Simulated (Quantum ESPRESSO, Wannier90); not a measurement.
**Tight-binding from DFT: Li2ZrTeO6 (R3)**

```xyz
10
Lattice="-2.6229 4.5430 0.0000 -5.2458 0.0000 0.0000 -2.6229 1.5143 4.6849" Properties=species:S:1:pos:R:3 pbc="T T T"
Li     2.6229    -1.5143    -0.7991
Li    -2.6229     1.5143     1.6970
Zr     0.0000     0.0000     0.0121
Te     2.6229    -1.5143     2.2898
O      1.6601     0.1942    -1.3593
O     -0.6618    -1.5348    -1.3593
O     -0.9983     1.3406    -1.3593
O      0.6875     1.6413     1.0826
O      1.0777    -1.4161     1.0826
O     -1.7652    -0.2252     1.0826
```

Structure: Materials Project mp-6782, symmetrised, not relaxed again. COD (Crystallography Open Database) has an entry of this formula and space group (matched by these alone). Level: PBEsol, no spin polarisation, no spin-orbit coupling; pw.x of Quantum ESPRESSO at 68 Ry with PseudoDojo potentials, 4×4×4 k-points, Wannier90. Density: 8×8×8 mesh, cold smearing 0.01 Ry. Spin-orbit coupling is left out although heavy elements are present.

A tight-binding model is made by disentanglement and projection with no localisation steps (num_iter = 0), so the 27 orbitals stay atom-like: hydrogen-like Zr: d; Te: s;p; O: p, axes along x, y, z; frozen window up to 4.26 eV relative to the valence-band maximum. It follows pw.x to 0.4 meV rms for states up to 3.8 eV relative to the valence-band maximum. Matrix elements depend on this choice of orbitals and windows.

Q: What are the on-site energies relative to the valence-band maximum, and how fast do the hoppings decay?

A: 
```tsv
atom	orbitals	energy (eV)
Zr3	dz2	4.56
Zr3	dxz dyz	6.11
Zr3	dx2-y2 dxy	5.32
Te4	s	-0.99
Te4	pz	6.56
Te4	px py	6.66
O5	pz	-1.30
O5	px	-1.39
O5	py	-1.57
O6	pz px	-1.30
O6	py	-1.67
O7	pz	-1.30
O7	px	-1.76
O7	py	-1.21
O8	pz	-1.39
O8	px	-1.30
O8	py	-1.48
O9	pz	-1.39
O9	px	-1.63
O9	py	-1.15
O10	pz	-1.39
O10	px	-1.23
O10	py	-1.55
```

```json
[
 {"distance of the centres (Å)": "1–2", "largest modulus (eV)": "2.2"},
 {"distance of the centres (Å)": "2–3", "largest modulus (eV)": "2.2"},
 {"distance of the centres (Å)": "3–4", "largest modulus (eV)": "0.41"},
 {"distance of the centres (Å)": "4–5", "largest modulus (eV)": "0.099"},
 {"distance of the centres (Å)": "5–6", "largest modulus (eV)": "0.027"},
 {"distance of the centres (Å)": "6–7", "largest modulus (eV)": "0.011"},
 {"distance of the centres (Å)": "7–8", "largest modulus (eV)": "0.011"}
]
```
